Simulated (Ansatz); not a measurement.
One crystal and one scan (frozen-phonon scan) at two levels, r2SCAN (plane waves to 500 eV, PAW, scalar-relativistic; Ansatz, a program for electronic structure) and PBE (plane waves to 420 eV, PAW, scalar-relativistic; Ansatz), each from its own relaxed cell and on its own mesh. The cell shown is that of r2SCAN.

Relaxed InP (zinc blende):

```xyz
4
Lattice="0.0000 5.9073 5.9073 2.9537 2.9537 5.9073 2.9537 2.9537 0.0000" Properties=species:S:1:pos:R:3 pbc="T T T"
P      4.4305     4.4305     4.4305
P      4.4305     7.3841     7.3841
In     0.0000     0.0000     0.0000
In     2.9537     5.9073     2.9537
```

A phonon eigenvector at X = (0.5, 0.5, 0.0) is frozen into this cell: atom i moves by Q times the vector below, so Q is the largest atomic displacement, in Å. The cell is held. (q is in reciprocal vectors of the primitive cell; the cell shown is doubled to hold the pattern.)

```csv
atom,x,y,z
P1,0.000,0.000,-1.000
P2,0.000,0.000,1.000
```

Atoms not listed stay in place.

InP was relaxed with its symmetry unable to fall. The PAW data are Ansatz's earlier set. Percentages come from the unrounded values.

Results of r2SCAN:

```
Item                                                                                                                                               Value
----------------------------------------------------------------------------------------  --------------------------------------------------------------
Lattice constant a (Å)                                                                                                                             5.907
Band gap of the relaxed cell, no spin-orbit coupling (eV)                                                                                           1.02
Harmonic wavenumber from the curvature (finite differences) (cm⁻¹ (negative: imaginary))                                                             324
Shape of the curve                                                                        a single well with its minimum at or next to zero displacement
```

Question: Estimate the PBE values.

Answer: 
| quantity | PBE | r2SCAN − PBE |
|---|---|---|
| Lattice constant a (Å) | 5.960 | -0.053 (-0.9 %) |
| Band gap of the relaxed cell, no spin-orbit coupling (eV) | 0.44 | +0.58 (+132 %) |
| Harmonic wavenumber from the curvature (finite differences) (cm⁻¹ (negative: imaginary)) | 306 | +18 (+5.8 %) |

r2SCAN gives the higher value for: band gap of the relaxed cell, no spin-orbit coupling; harmonic wavenumber from the curvature. r2SCAN gives the lower value for: lattice constant a. Both give the same shape of the curve: a single well with its minimum at or next to zero displacement.

(A displaced cell: forces are minus the slopes of the energy, force constants its curvatures, and phonons follow from these.)
